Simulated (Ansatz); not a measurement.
Polymorphs of Al2O3, each relaxed with DFT-PBE in the program Ansatz with PAW potentials:

A: Cc
a = 9.8241 Å, b = 5.5298 Å, c = 5.6982 Å, α = γ = 90.00°, β = 122.86°

| atom | site | symmetry | x | y | z |
|---|---|---|---|---|---|
| Al | 4a | 1 | 0.0822 | 0.0765 | 0.5174 |
| Al | 4a | 1 | 0.2439 | 0.5557 | 0.4922 |
| O | 4a | 1 | 0.1622 | 0.1430 | 0.8847 |
| O | 4a | 1 | 0.3727 | 0.4963 | 0.3635 |
| O | 4a | 1 | 0.0974 | 0.3367 | 0.3671 |

B: corundum (R-3c)
a = 4.8079 Å, b = 4.8079 Å, c = 13.1226 Å, α = 90.00°, β = 90.00°, γ = 120.00°

| atom | site | symmetry | x | y | z |
|---|---|---|---|---|---|
| Al | 12c | 3. | 0.0000 | 0.0000 | 0.1479 |
| O | 18e | .2 | 0.3062 | 0.3062 | 0.7500 |

Question: Order them by energy per atom at 0 K (lowest first) at the level PBE.

Answer: B (+0 meV/atom), A (+97 meV/atom)

Question: Give each one's gap.

Answer: A 3.92 eV; B 5.86 eV.

Typed or built starts, not in the databases checked: A. Not the usual ambient phase: A. All cells were relaxed under the symmetry of their starts (and spin orders); stability against distortions was not tested throughout.

Energies hold the estimated change up to a 700 eV cutoff; steps of a few meV lie near the error of the meshes.

Potentials: the earlier of the program's two PAW sets.
